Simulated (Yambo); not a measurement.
G0W0@LDA for a free-standing HfS2 monolayer (symmetry P-3m1, slab cell 15.9 Å high) in Yambo. Reference settings: 9×9×1 Γ-centred k mesh, bands 2 to 97 and a 6 Ry block in the screening, 97 bands in G with the Bruneval-Gonze terminator, plasmon pole fitted at 27.2 eV, slab-truncated Coulomb interaction, stochastic integration of W near q = 0. The LDA gap Γ → (0, 0.444) on this mesh is 1.05 eV; G0W0 gaps are taken between the same points.

With and without the terminator, as bands are cut:

```json
[
 {"bands in G (in W)": "24 (24)", "gap, terminator (eV)": "2.815", "gap, none (eV)": "2.778", "valence shift, terminator (eV)": "-0.201", "valence shift, none (eV)": "0.256"},
 {"bands in G (in W)": "37 (37)", "gap, terminator (eV)": "2.768", "gap, none (eV)": "2.785", "valence shift, terminator (eV)": "-0.407", "valence shift, none (eV)": "-0.036"},
 {"bands in G (in W)": "53 (53)", "gap, terminator (eV)": "2.762", "gap, none (eV)": "2.800", "valence shift, terminator (eV)": "-0.556", "valence shift, none (eV)": "-0.258"},
 {"bands in G (in W)": "74 (74)", "gap, terminator (eV)": "2.733", "gap, none (eV)": "2.765", "valence shift, terminator (eV)": "-0.641", "valence shift, none (eV)": "-0.398"},
 {"bands in G (in W)": "97 (97)", "gap, terminator (eV)": "2.714", "gap, none (eV)": "2.742", "valence shift, terminator (eV)": "-0.705", "valence shift, none (eV)": "-0.506"}
]
```

Over this range the gap spans 0.101 eV with the terminator and 0.058 eV without, the valence shift 0.504 eV and 0.762 eV. Neither column has reached its limit for certain.

Spin-orbit coupling is not included.

Geometry relaxed with LDA; primitive cell a = b = 3.5625 Å, c = 15.9000 Å, α = β = 90.00°, γ = 120.00°.

A shift is the quasiparticle energy of the state minus its LDA energy.
